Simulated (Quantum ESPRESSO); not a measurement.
# Planted mistakes on one cell of Al7GeAs7Si

The results below are calculated, not measured. They come from pw.x of Quantum ESPRESSO 7.5, a plane-wave density functional program, with PseudoDojo standard norm-conserving files (v0.5 for PBE, v0.4.1 for LDA and PBEsol). The cells are made up: elements, strain and atom displacements were drawn at random, and nothing was relaxed. There is no spin polarisation, spin-orbit coupling or dispersion term.

The cell has 16 sites of a zincblende or diamond lattice (two cubes along c). Sites 1 to 8 hold Al Al Al Al Ge Al Al Al; sites 9 to 16 hold As As As As As As As Si. Cell vectors in Å: (5.696, 0.000, 0.000); (0.000, 5.696, 0.000); (0.000, 0.000, 11.391). Settings: PBE, cutoff 1143 eV, 4 x 4 x 2 k mesh shifted by half a step, Fermi-Dirac smearing of 0.025 eV.

The intended run has a self-consistency threshold of 1e-07 eV, a smearing term of 0.000 eV, a pressure of 1.41 GPa and 13 iterations. Each further run changes one thing: all lengths scaled by 0.9918; atoms of sites 5 and 12 exchanged; cutoff 784 eV; files of PBEsol; k mesh 2 x 2 x 2; one electron removed; threshold 0.1 eV. A coarse mesh keeps the shift, and a charged cell sits in a uniform background.

```
run,change of free energy (eV),smearing term -TS (eV),change of P (GPa),largest change of a force component (eV/Å),iterations
A,0.131,0.000,1.87,0.048,13
B,22.572,0.000,-83.59,0.015,13
C,0.038,0.000,0.85,0.867,5
D,0.260,0.000,0.09,0.015,13
E,-6.417,-0.010,-4.75,0.536,14
F,29.032,0.000,-2.03,0.062,13
G,2.207,-0.005,0.76,0.499,14
```

A rerun of the intended cell at 1437 eV and k mesh 6 x 6 x 4 moved values by no more than 0.020 eV in the cell's energy, 0.02 GPa in stress and 0.003 eV/Å in force.

Question: which change belongs to which run?

## Worked reading

Run C has the fewest iterations, as a run stopped early does. Run B has a higher energy and the largest fall in pressure, as too small a basis gives. Run A changes the volume by a factor of 0.9756; minus its pressure change over the logarithm of that factor, 76 GPa, is a rough bulk modulus with clamped atoms. Energies from files of another functional, or of a charged cell, have another zero and say nothing on stability; the pressure of a charged cell rests on the program's zero of potential too.

## Key

| run | change |
| --- | --- |
| A | all lengths scaled by 0.9918 |
| B | cutoff 784 eV |
| C | threshold 0.1 eV |
| D | k mesh 2 x 2 x 2 |
| E | one electron removed |
| F | files of PBEsol |
| G | atoms of sites 5 and 12 exchanged |